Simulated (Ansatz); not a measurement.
MoS₂:
```xyz
6
Lattice="3.1741 0.0000 0.0000 -1.5870 2.7488 0.0000 0.0000 0.0000 12.4868" Properties=species:S:1:pos:R:3 pbc="T T T"
Mo     0.0000     1.8326     3.1217
Mo     1.5870     0.9163     9.3651
S      0.0000     1.8326     7.8118
S      1.5870     0.9163     1.5684
S      1.5870     0.9163     4.6750
S      0.0000     1.8326    10.9183
```

Relaxed with r²SCAN+D4.

**Question.** Map the electron localisation function on the plane through (0.333, 0.667, 0.250) spanned by u = [0, 0, 1] and v = [1, -1, 0] in lattice vectors, from DFT-r²SCAN+D4 in the program Ansatz with PAW potentials.

**Answer.** x is the fraction of u, y of v (the angle between them is 90°; rows are the nearest grid lines); atoms in the plane: Mo at (0.00, 0.00), Mo at (0.50, 0.33), S at (0.38, 0.00), S at (0.88, 0.33), S at (0.12, 0.33), S at (0.62, 0.00).
```
y \ x   0.000  0.100  0.175  0.275  0.375  0.450  0.550  0.625  0.725  0.825  0.900   1.00
------  -----  -----  -----  -----  -----  -----  -----  -----  -----  -----  -----  -----
1.00    0.233  0.175  0.037  0.866  0.002  0.674  0.674  0.002  0.866  0.037  0.175  0.233
0.926   0.721  0.170  0.049  0.794  0.366  0.684  0.684  0.366  0.794  0.049  0.170  0.721
0.852   0.604  0.157  0.053  0.450  0.790  0.571  0.571  0.790  0.450  0.053  0.157  0.604
0.778   0.218  0.117  0.041  0.068  0.494  0.328  0.328  0.494  0.068  0.041  0.117  0.218
0.704   0.440  0.067  0.022  0.010  0.056  0.207  0.207  0.056  0.010  0.022  0.067  0.440
0.630   0.458  0.077  0.027  0.009  0.047  0.194  0.194  0.047  0.009  0.027  0.077  0.458
0.556   0.370  0.477  0.397  0.013  0.096  0.116  0.116  0.096  0.013  0.397  0.477  0.370
0.444   0.209  0.768  0.898  0.016  0.166  0.362  0.362  0.166  0.016  0.898  0.768  0.209
0.370   0.164  0.222  0.924  0.020  0.160  0.721  0.721  0.160  0.020  0.924  0.222  0.164
0.296   0.159  0.235  0.924  0.020  0.179  0.723  0.723  0.179  0.020  0.924  0.235  0.159
0.222   0.120  0.842  0.903  0.032  0.612  0.414  0.414  0.612  0.032  0.903  0.842  0.120
0.148   0.494  0.771  0.711  0.294  0.862  0.398  0.398  0.862  0.294  0.711  0.771  0.494
0.0741  0.696  0.271  0.132  0.779  0.445  0.685  0.685  0.445  0.779  0.132  0.271  0.696
0.000   0.233  0.175  0.037  0.866  0.002  0.674  0.674  0.002  0.866  0.037  0.175  0.233
```

The density is the valence pseudo-density with augmentation charge, so density and ELF within about 1 Å of a nucleus are not all-electron values.

Space group P6_3/mmc. The r²SCAN+D4 relaxation kept the symmetry of its start. The run is not spin-polarised.

Potentials: the later of the program's two PAW sets.
